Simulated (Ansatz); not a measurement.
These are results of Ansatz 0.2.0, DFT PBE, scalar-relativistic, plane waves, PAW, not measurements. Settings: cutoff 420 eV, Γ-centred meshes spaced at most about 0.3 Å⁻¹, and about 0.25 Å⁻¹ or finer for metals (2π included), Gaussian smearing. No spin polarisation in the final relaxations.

Temperature and zero-point effects are left out.

Compare these two cells of Al₅As, each relaxed at this level.

A.

```cif
data_structure
_symmetry_space_group_name_H-M 'P-6m2'
_symmetry_Int_Tables_number 187
_cell_length_a 4.3154
_cell_length_b 4.3154
_cell_length_c 10.3773
_cell_angle_alpha 90.000
_cell_angle_beta 90.000
_cell_angle_gamma 120.000
_cell_volume 167.36
loop_
_atom_site_label
_atom_site_type_symbol
_atom_site_symmetry_multiplicity
_atom_site_Wyckoff_symbol
_atom_site_fract_x
_atom_site_fract_y
_atom_site_fract_z
_atom_site_occupancy
Al1 Al 1 c 0.33333 0.66667 0.00000 1
Al2 Al 2 h 0.33333 0.66667 0.24384 1
Al3 Al 1 e 0.66667 0.33333 0.00000 1
Al4 Al 1 d 0.33333 0.66667 0.50000 1
As1 As 1 f 0.66667 0.33333 0.50000 1
```

B.

```cif
data_structure
_symmetry_space_group_name_H-M 'F-43m'
_symmetry_Int_Tables_number 216
_cell_length_a 7.5358
_cell_length_b 7.5358
_cell_length_c 7.5358
_cell_angle_alpha 90.000
_cell_angle_beta 90.000
_cell_angle_gamma 90.000
_cell_volume 427.94
loop_
_atom_site_label
_atom_site_type_symbol
_atom_site_symmetry_multiplicity
_atom_site_Wyckoff_symbol
_atom_site_fract_x
_atom_site_fract_y
_atom_site_fract_z
_atom_site_occupancy
Al1 Al 16 e 0.12453 0.37547 0.87547 1
Al2 Al 4 c 0.25000 0.25000 0.25000 1
As1 As 4 a 0.00000 0.00000 0.00000 1
```

**Question.** Which would you expect to be lower, and how large is the difference?

**Answer.** B is lower, by 0.35 eV/atom. A has space group P-6m2 (No. 187), 27.9 Å³/atom and no gap on its mesh; B has space group F-43m (No. 216), 17.8 Å³/atom and no gap. Counting Al atoms around As (those within 1.25 times the shortest such distance or 1.15 times the sum of covalent radii, 1.27 where that leaves under three; the shortest distance is added where it exceeds 1.18 times the sum of covalent radii), A has As 3 and B has As 16 from 3.1 Å. The denser one is the lower, and pressure would at first widen the difference. Even the lower one lies +0.24 eV/atom against the reference forms of the elements (uncorrected), so neither is stable at this level. Both come from invented guesses. A third cell relaxed alike, in Cmmm, lies 41 meV/atom below the lower of the two.

Cells relaxed within their symmetry can be saddle points.
